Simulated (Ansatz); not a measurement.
Values for one crystal, relaxed and computed with LDA (plane waves, PAW; program Ansatz); other levels are named.

- Volume per atom = 25.91 Å³
- Band gap = 0.83 eV (indirect)
- Elastic constants (relaxed ions, GPa) = C11 = 64.1, C12 = 31.6, C44 = 10.5
- Zone-centre stability = unstable, softest mode 47i cm⁻¹
- Conduction-band minimum = at L (4 equivalent valleys)
- Bulk modulus (Birch–Murnaghan fit) = 42.3 GPa
- Smallest direct gap on the standard path = 1.95 eV

**Question.** Pick the material that matches.
A. Rb2CuSbCl6, Fm-3m (Rb on 8c, Cu on 4b, Sb on 4a, Cl on 24e)
B. Mg2H6Ru, Fm-3m (Mg on 8c, H on 24e, Ru on 4a)
C. Rb2CuBiCl6, Fm-3m (Rb on 8c, Cu on 4b, Bi on 4a, Cl on 24e)
D. CrCuP2Se6, C2 (Pearson symbol mS20)

**Answer.** C, Rb2CuBiCl6, Fm-3m (Rb on 8c, Cu on 4b, Bi on 4a, Cl on 24e)

The first step of the workflow began from a Materials Project structure, measured or hypothetical; the Crystallography Open Database copy checked does not list it. Whether it is the stable phase at ambient conditions was not checked. The LDA relaxation kept the symmetry of its start; phonons on a q-mesh show weakly imaginary modes. No spin polarisation was allowed. Scalar-relativistic: spin–orbit coupling is off unless named, which matters more the heavier the elements.

Potentials: the later of the program's two PAW sets.
